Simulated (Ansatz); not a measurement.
**Ba₄TiN₄: ⁴⁹Ti NMR of the central transition**

Cell: a computed structure from the Materials Project (it need not be an observed phase), taken as it stands.

Space group P-1 (No. 2); a = 6.8161, b = 6.9107, c = 9.6890 Å, α = 72.38°, β = 80.35°, γ = 66.14°.

```csv
site,Wyckoff,site symmetry,x,y,z
Ba1,2i,1,0.7788,0.5756,0.1528
Ba3,2i,1,0.7382,0.2256,0.9642
Ba5,2i,1,0.7156,0.5032,0.5629
Ba7,2i,1,0.2168,0.9683,0.6196
Ti,2i,1,0.7348,0.8399,0.7552
N11,2i,1,0.9562,0.6914,0.6224
N13,2i,1,0.9086,0.8136,0.9108
N15,2i,1,0.5484,0.6706,0.8170
N17,2i,1,0.4307,0.8600,0.3596
```

One atom of each set is listed.

Computed with Ansatz: DFT, PBE, plane waves and PAW, scalar-relativistic, 420 eV cutoff, Γ-centred 5×5×3 k-points, Fermi–Dirac smearing 0.02 eV.

⁴⁹Ti has I = 7/2 and Q = 247.0 mb (Pyykkö 2018); at 7.05 T its Larmor frequency is ν₀ = 17.0 MHz. Only the quadrupole interaction is simulated: positions count from each site's isotropic chemical shift, and shift anisotropy, dipolar and J coupling are left out.

Simulated pattern of one Ti site (static powder, Gaussian broadening 10 kHz):

| offset (kHz) | height |
| --- | --- |
| -270.3 | 0 |
| -259.6 | 0 |
| -248.9 | 7 |
| -238.2 | 23 |
| -227.5 | 26 |
| -216.8 | 26 |
| -206.1 | 27 |
| -195.3 | 28 |
| -184.6 | 29 |
| -173.9 | 29 |
| -163.2 | 30 |
| -152.5 | 32 |
| -141.8 | 33 |
| -131.1 | 34 |
| -120.4 | 36 |
| -109.7 | 37 |
| -99.0 | 39 |
| -88.3 | 41 |
| -77.6 | 44 |
| -66.9 | 47 |
| -56.2 | 51 |
| -45.4 | 55 |
| -34.7 | 62 |
| -24.0 | 72 |
| -13.3 | 92 |
| -2.6 | 94 |
| 8.1 | 100 |
| 18.8 | 85 |
| 29.5 | 59 |
| 40.2 | 35 |
| 50.9 | 30 |
| 61.6 | 28 |
| 72.3 | 26 |
| 83.0 | 25 |
| 93.7 | 24 |
| 104.5 | 23 |
| 115.2 | 20 |
| 125.9 | 7 |
| 136.6 | 0 |
| 147.3 | 0 |

Problem. Which |C_Q| and η does the pattern imply?

Solution. The pattern spans 369 kHz before broadening and its centre of gravity is at -49.3 kHz, which fixes P_Q; the places of the horns and steps fix η. That gives P_Q = 18.1 MHz, |C_Q| = 16.0 MHz and η = 0.92. The sign of C_Q can't be read from the pattern.
